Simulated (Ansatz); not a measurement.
Mg$_{2}$BBrN$_{2}$:
```cif
data_B4Br4Mg8N8
_chemical_formula_sum 'Mg8 B4 Br4 N8'
_space_group_name_H-M_alt 'C2/c'
_space_group_IT_number 15
_space_group_name_Hall '-C 2yc'
_cell_length_a 9.14400
_cell_length_b 6.61724
_cell_length_c 6.49106
_cell_angle_alpha 90.000
_cell_angle_beta 109.381
_cell_angle_gamma 90.000
loop_
_atom_site_label
_atom_site_type_symbol
_atom_site_symmetry_multiplicity
_atom_site_Wyckoff_symbol
_atom_site_fract_x
_atom_site_fract_y
_atom_site_fract_z
_atom_site_occupancy
Mg1 Mg 8 f 0.25786 0.39716 0.33631 1
B1 B 4 e 0.00000 0.11324 0.25000 1
Br1 Br 4 e 0.00000 0.63067 0.25000 1
N1 N 8 f 0.15486 0.11266 0.32190 1
```
(The calculation used a cell of 12 atoms; values per cell refer to that cell.)

Relaxed at zero pressure with the program Ansatz at the r²SCAN level (PAW).

**Question.** The volume is raised by 3 % and shape and atoms relax at that volume. What pressure results, and how do the axes share the change?

**Answer.** -2.0 GPa; a 0.5 %, b 0.7 %, c 1.6 %; the energy rises by 3 meV/atom.

**Question.** Give the new structure.

**Answer.** 
Space group C2/c (No. 15); a = 9.1894 Å, b = 6.6613 Å, c = 6.5968 Å, α = γ = 90.00°, β = 109.08°

```
atom  site  symmetry       x       y       z
----  ----  --------  ------  ------  ------
Mg      8f         1  0.2594  0.3982  0.3396
B       4e         2  0.0000  0.1143  0.2500
Br      4e         2  0.0000  0.6295  0.2500
N       8f         1  0.1543  0.1134  0.3220
```

The phase is kept; no other phase was compared at this pressure.

The workflow started from a Materials Project entry (that database holds measured and hypothetical structures alike); the Crystallography Open Database copy checked does not list it. Its standing as an ambient phase is unchecked. The cell was relaxed with r²SCAN under the symmetry of its start; whether a distortion lowers the energy is not shown.

Potentials: the later of the program's two PAW sets.
